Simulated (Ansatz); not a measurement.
# What DFT gives for Pt2Se

```yaml
crystal:
  lattice:
    - [5.48239, 0.00000, 0.00000]
    - [0.00000, 5.99104, 0.00000]
    - [0.00000, 0.00000, 3.63358]
  atoms:
    - { symbol: Pt, position: [0.25000, 0.34489, 0.00000] }
    - { symbol: Pt, position: [0.75000, 0.65511, 0.00000] }
    - { symbol: Pt, position: [0.75000, 0.15511, 0.50000] }
    - { symbol: Pt, position: [0.25000, 0.84489, 0.50000] }
    - { symbol: Se, position: [0.00000, 0.00000, 0.00000] }
    - { symbol: Se, position: [0.50000, 0.50000, 0.50000] }
```

Method: PBE, no spin polarisation; PAW, plane waves to 420 eV, 6×6×9 Γ-centred mesh, fermi-dirac occupations (width 0.1 eV) (Ansatz 0.2.0), atoms fixed.

Question: Which atom feels the largest force, and which way?

Answer: The largest is on Pt2 (and as large on other atoms): 0.64 eV/Å, components (0.64, 0.03, 0.00). It makes 125° with the line to a nearest neighbour, Se6 at 2.46 Å.

Question: Metal or insulator?

Answer: It is a metal, with about 5.7 states/eV a cell as the mean within 0.25 eV of the Fermi level, mostly Pt d (59 %), Se p (20 %) and Pt s (14 %).

Question: Is the cell too large or too small?

Answer: The pressure is 2.1 GPa (compression positive), so with the atoms held at these fractions the cell would first expand. The principal stresses -1.4, 1.2, 6.6 GPa differ, so its shape would change too.

Question: What do density and ELF say about some of the short contacts?

Answer: Pt–Se at 2.46 Å: least valence density 0.60 e/Å³ and ELF 0.47 there. Both are smooth PAW fields, read partly inside the augmentation spheres.

Origin: a known structure type with other elements, at an estimated volume, so it need not be a known compound. Caveats: many states at the Fermi level without spin polarisation, so a magnetic state may lie lower.
